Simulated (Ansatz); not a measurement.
ZrTa:
```
ZrTa
1.0
    4.64823     0.00000     0.00000
    0.00000     3.49910     0.00000
    0.00000     0.00000     4.89322
Ta Zr
2 2
Direct
  0.25000   0.00000   0.80614
  0.75000   0.00000   0.19386
  0.25000   0.50000   0.27640
  0.75000   0.50000   0.72360
```

Relaxed with PBEsol. Special points in fractions of this cell's reciprocal vectors: Γ (0.000, 0.000, 0.000); X (0.500, 0.000, 0.000); S (0.500, 0.500, 0.000); Y (0.000, 0.500, 0.000); Z (0.000, 0.000, 0.500); U (0.500, 0.000, 0.500); R (0.500, 0.500, 0.500); T (0.000, 0.500, 0.500).

List the band energies nearest the Fermi level at these points for the program Ansatz at the PBEsol level (PAW).

In eV from the Fermi level; about four levels below and three above (degenerate sets whole), none deeper than 8.9 eV; … stands for higher levels left out; points with the same levels are listed once.

```tsv
k	below	above
Γ	-3.36 -3.13 -1.64 -1.41	0.64 0.73 0.76
X	-1.40 -1.40 -0.71 -0.71	0.40 0.40 0.90 0.90
S	-0.36 -0.36 -0.29 -0.29	2.95 2.95 …
Y	-1.38 -1.27 -1.12 -0.47	0.49 0.92 1.31
Z	-1.02 -0.98 -0.68 -0.31	0.39 0.42 1.45
U	-1.01 -1.01 -0.69 -0.69	0.33 0.33 1.14 1.14
R	-1.03 -1.03 -1.01 -1.01	1.54 1.54 1.55 1.55
T	-1.68 -0.90 -0.87 -0.61	0.25 0.57 0.71
```

Space group Pmma. The start of the workflow was typed in or built on a structure type; neither database checked (COD, Materials Project) lists it. Whether it is the stable phase at ambient conditions was not checked. The PBEsol relaxation kept the symmetry of its start; its stability against distortions is not shown here. The run is not spin-polarised. Its formation energy is positive at this level, so the cell may be metastable or incomplete. Scalar-relativistic: spin–orbit coupling is off unless named, which matters more the heavier the elements.

Potentials: the later of the program's two PAW sets.
